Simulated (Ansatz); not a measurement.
One crystal and one scan (frozen-phonon scan) at two levels, PBE (plane waves to 420 eV, PAW, scalar-relativistic; Ansatz, a first-principles code) and r2SCAN (plane waves to 500 eV, PAW, scalar-relativistic; Ansatz), each from its own relaxed cell and on its own mesh.

The crystal is BN (wurtzite); a phonon pattern at M = (0.5, 0.0, 0.0) is frozen into a 8-atom cell, Q being the largest atomic displacement.

BN was relaxed with its symmetry unable to fall. The PAW data are Ansatz's earlier set.

```csv
quantity,run 1,run 2
Lattice constant a (Å),2.554,2.543
Lattice constant c (Å),4.224,4.207
Relaxed volume (Å³/atom),5.97,5.89
Harmonic wavenumber from the curvature (finite differences) (cm⁻¹ (negative: imaginary)),858,882
```

Task: Which run is which level?

Result: Run 1 is PBE, run 2 is r2SCAN. PBE gives the higher value for: lattice constant a; lattice constant c; relaxed volume. PBE gives the lower value for: harmonic wavenumber from the curvature. Both give the same shape of the curve: a single well with its minimum at or next to zero displacement. Neither level is exact: the differences show how much the result hangs on the functional.

(For displaced atoms, the force is minus the slope of the energy, and its curvature is a force constant, which sets phonon frequencies.)
